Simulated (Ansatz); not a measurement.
## Zn-67 nuclear quadrupole resonance in CaMg₁₄ZnO₁₆

Cell: a computed structure from the Materials Project (it need not be an observed phase).

Space group Pmmm (No. 47); a = 4.3307, b = 8.5827, c = 8.6134 Å.

| site | Wyckoff | site symmetry | x | y | z |
| --- | --- | --- | --- | --- | --- |
| Ca | 1a | mmm | 0.0000 | 0.0000 | 0.0000 |
| Mg2 | 1c | mmm | 0.0000 | 0.0000 | 0.5000 |
| Mg3 | 1g | mmm | 0.0000 | 0.5000 | 0.5000 |
| Mg4 | 2o | m2m | 0.5000 | 0.7440 | 0.0000 |
| Mg6 | 2p | m2m | 0.5000 | 0.7493 | 0.5000 |
| Mg8 | 2s | mm2 | 0.5000 | 0.0000 | 0.7443 |
| Mg9 | 2t | mm2 | 0.5000 | 0.5000 | 0.7499 |
| Mg12 | 4u | m.. | 0.0000 | 0.7465 | 0.7466 |
| Zn | 1e | mmm | 0.0000 | 0.5000 | 0.0000 |
| O17 | 2q | mm2 | 0.0000 | 0.0000 | 0.7367 |
| O18 | 2r | mm2 | 0.0000 | 0.5000 | 0.7429 |
| O21 | 4v | m.. | 0.5000 | 0.7501 | 0.7510 |
| O25 | 1b | mmm | 0.5000 | 0.0000 | 0.0000 |
| O26 | 1f | mmm | 0.5000 | 0.5000 | 0.0000 |
| O27 | 1d | mmm | 0.5000 | 0.0000 | 0.5000 |
| O28 | 1h | mmm | 0.5000 | 0.5000 | 0.5000 |
| O29 | 2m | m2m | 0.0000 | 0.7384 | 0.0000 |
| O31 | 2n | m2m | 0.0000 | 0.7482 | 0.5000 |

One atom of each set is listed.

Method: Kohn–Sham DFT in Ansatz, PBE, plane waves and PAW, scalar-relativistic, 420 eV cutoff, Γ-centred 5×3×3 k-points, Fermi–Dirac smearing 0.02 eV.

Zn-67: I = 5/2, Q = 122.0 mb (year-2017 value). Static lattice, zero field.

Problem. At which frequencies do the Zn-67 NQR lines lie?

Solution. For I = 5/2 and η = 0 the lines are 3|C_Q|/20 and twice that; η pulls their ratio below 2.

```json
{"site": "Zn", "atoms": "1", "V_zz (10²¹ V/m²)": "-5.01", "C_Q (MHz)": "-14.8", "η": "0.33", "line frequencies (MHz)": "2.46, 4.34"}
```

Hardware: 1 thread of Intel Xeon Platinum 8488C (Sapphire Rapids) (x86_64; 16 cores open to the job, memory cap 2.5 GiB, no GPU), a shared host with a load of 0.3 a core. Wall time 99 s, CPU time 51 s, peak memory 1.1 GiB.
